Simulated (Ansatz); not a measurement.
# How far is PAW off for CoBi?

```xyz
2
Lattice="0.0000 2.9370 2.9370 2.9370 0.0000 2.9370 2.9370 2.9370 0.0000" Properties=species:S:1:pos:R:3 pbc="T T T"
Co    0.0000    0.0000    0.0000
Bi    1.4685    1.4685    1.4685
```

Atom numbers follow the list: Co1, Bi2.

The conventional cell has a = 5.874 Å, b = 5.874 Å, c = 5.874 Å, α = 90.00°, β = 90.00°, γ = 90.00°. Co (atom 1) is surrounded by 4 Bi at 2.54 Å. Around Bi (atom 2) lie 4 Co at 2.54 Å.

The structure comes from a relaxation in the same program, started in the zincblende type, and has space group F-43m. Whether it is a known phase or the ground state wasn't checked.

No spin–orbit coupling, which matters for the heavy atoms here.

Methods: DFT, PBE, PAW with Ansatz's default frozen-core files, scalar-relativistic (Ansatz 0.2.0); DFT, PBE, all-electron PAW with datasets made for the crystal, scalar-relativistic (Ansatz 0.2.0); DFT, PBE, all-electron LAPW, scalar-relativistic (Ansatz 0.2.0).

For PAW: a Γ-centred 9×9×9 k mesh, Fermi–Dirac smearing of 0.08 eV, cutoff 420 eV, spin-polarised from start moments Co1 2 μB (the moments died away, and the run ended non-magnetic). The crystal-made all-electron datasets (AE datasets) take a cutoff of 300 eV at this cell. LAPW targets a basis error of 0.5 meV/atom. The Ansatz runs share mesh, smearing and spin set-up. Plane-wave (PAW) pressures include the program's estimate of the Pulay term.

Stress and pressure are positive in compression.

Levels count from the Fermi level.

```csv
quantity,PAW,AE datasets,LAPW
pressure (GPa),0.00,0.01,0.01
highest filled level at L (eV),-0.662,-0.662,-0.662
lowest empty level at L (eV),2.155,2.154,2.154
highest filled level at Γ (eV),-0.758,-0.758,-0.758
lowest empty level at Γ (eV),3.828,3.828,3.828
highest filled level at X (eV),-0.002,-0.002,-0.002
lowest empty level at X (eV),3.943,3.943,3.943
```

PAW's pressure differs from the LAPW value by about 0.01 GPa or less.
